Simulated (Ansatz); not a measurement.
Relaxing an invented Cd₄SbO structure

Level of theory: Ansatz 0.2.0, DFT PBE, scalar-relativistic, plane waves, PAW. Cutoff 420 eV, Gaussian smearing, Γ-centred meshes. Cell and atoms relax first on a coarse mesh and then on a finer one. In between, the cell is made exact in the group found at 0.06 Å. In metals the finer mesh still leaves noise of several meV/atom or more. The steps can't lower the symmetry of their start. No spin polarisation.

The cell of Cd₄SbO is invented: random cell by space group and Wyckoff sites (F-43m, No. 216). The dimensions are guesses.

```cif
data_structure
_symmetry_space_group_name_H-M 'F-43m'
_symmetry_Int_Tables_number 216
_cell_length_a 8.4258
_cell_length_b 8.4258
_cell_length_c 8.4258
_cell_angle_alpha 90.000
_cell_angle_beta 90.000
_cell_angle_gamma 90.000
_cell_volume 598.19
loop_
_atom_site_label
_atom_site_type_symbol
_atom_site_symmetry_multiplicity
_atom_site_Wyckoff_symbol
_atom_site_fract_x
_atom_site_fract_y
_atom_site_fract_z
_atom_site_occupancy
Cd1 Cd 16 e 0.13477 0.36523 0.63477 1
Sb1 Sb 4 c 0.25000 0.25000 0.25000 1
O1 O 4 b 0.50000 0.00000 0.00000 1
```

The zero of energy is the elements' standard structures at the same level (O₂ as a molecule); no fitted shifts are applied.

Question: Which structure results?

Answer: The symmetry stays F-43m (No. 216). The volume per atom shrinks by 12.3 %, from 24.9 to 21.9 Å³. The shortest distance goes from 2.75 Å (Cd–Cd) to 2.84 Å (Cd–Cd). The energy falls by about 0.16 eV/atom (the start's value is from the coarse mesh). The end is written in a standard setting, so origin, axes and order of atoms can differ from the start's. Conventional cell: a = 8.066 Å. Around Cd lie 6 Cd at 2.84–2.87 Å, 3 O at 3.34 Å and 3 Sb at 3.35 Å; around Sb lie 12 Cd at 3.35 Å and 4 O at 3.49 Å; O is surrounded by 12 Cd at 3.34 Å and 4 Sb at 3.49 Å (long contacts).

```
Cd Sb O
1.0
     0.00000    4.03294    4.03294
     4.03294    0.00000    4.03294
     4.03294    4.03294    0.00000
Cd Sb O
4 1 1
Direct
  0.62282 0.12573 0.12573
  0.12573 0.62282 0.12573
  0.12573 0.12573 0.62282
  0.12573 0.12573 0.12573
  0.75000 0.75000 0.75000
  0.50000 0.50000 0.50000
```

Question: How does it come out in energy, and is it a metal?

Answer: The formation energy is +0.29 eV/atom and the gap on the 8×8×8 mesh of the 6-atom cell is 0 eV (a metal).

The separate elements lie lower, so it is unstable against them.

The last run used Gaussian smearing of 0.10 eV. Spin–orbit coupling, which can matter for Sb, is left out. Symmetry constrained the relaxation, so the result can be a saddle point. In all, the 3 runs took 2.3 min on 1 thread of Intel(R) Xeon(R) Processor @ 2.70GHz, with other jobs on the host. Another cell of Cd4SbO relaxed alike, in P4/mmm, lies 0.35 eV/atom lower, so this cell isn't the stable form at this level.
